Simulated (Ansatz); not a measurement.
Several occupations of a rock salt lattice at one composition, 2 Bi, 5 Pb, 3 Ag, 2 Sn; 12 Te. Sites, in fractions of the cell -5.362 -5.362 0.000; 0.000 5.362 5.362; -5.362 5.362 -5.362 Å:

| cell | sites |
| --- | --- |
| all | Ag (0.83 0.67 0.67), Pb (0.50 0.50 0.00), Pb (0.67 0.83 0.33), Te (0.00 0.00 0.50), Te (0.00 0.50 0.50), Te (0.17 0.33 0.83), Te (0.17 0.83 0.83), Te (0.33 0.17 0.17), Te (0.33 0.67 0.17), Te (0.50 0.00 0.50), Te (0.50 0.50 0.50), Te (0.67 0.33 0.83), Te (0.67 0.83 0.83), Te (0.83 0.17 0.17), Te (0.83 0.67 0.17) |
| 1 | Ag (0.17 0.83 0.33), Ag (0.33 0.17 0.67), Bi (0.17 0.33 0.33), Bi (0.83 0.17 0.67), Pb (0.00 0.00 0.00), Pb (0.33 0.67 0.67), Pb (0.50 0.00 0.00), Sn (0.00 0.50 0.00), Sn (0.67 0.33 0.33) |
| 2 | Ag (0.17 0.33 0.33), Ag (0.50 0.00 0.00), Bi (0.33 0.67 0.67), Bi (0.67 0.33 0.33), Pb (0.00 0.50 0.00), Pb (0.17 0.83 0.33), Pb (0.33 0.17 0.67), Sn (0.00 0.00 0.00), Sn (0.83 0.17 0.67) |

Each was relaxed without symmetry on coarser meshes and computed once more. All numbers below come from Ansatz, DFT PBEsol, scalar-relativistic, plane waves, PAW.

Cutoff 420 eV; k points 5×5×3 on the computed 24-atom cell (Γ-centred); Gaussian smearing, width 0.10 eV; no spin polarisation.

Warren–Cowley parameters of the first shell of the sublattice with most elements (negative: unlike neighbours preferred):
```
cell Ag-Pb Bi-Pb Pb-Sn Ag-Bi Ag-Sn Bi-Sn
   1   0.00   0.00  -0.10  -0.17   0.00  -0.25
   2  -0.33  -0.30  -0.10  -0.33  -0.33   0.25
```

Forces of up to 0.06 eV/Å remain on the final mesh.

**Question.** Which occupation is lowest in energy, and by how much?

**Answer.** Cell 1.
```tsv
cell	E − E(lowest) (meV/atom)	V (Å³/atom)	gap on mesh (eV)
1	0.0	30.24	0.00
2	30.1	31.50	0.00
```

Spin-orbit coupling is left out, which matters for the bands of heavy elements.

Cost: 4 runs of about 68 core-minutes in all (earlier runs that led there not counted), on Intel Xeon Platinum 8488C (Sapphire Rapids) (shared hosts).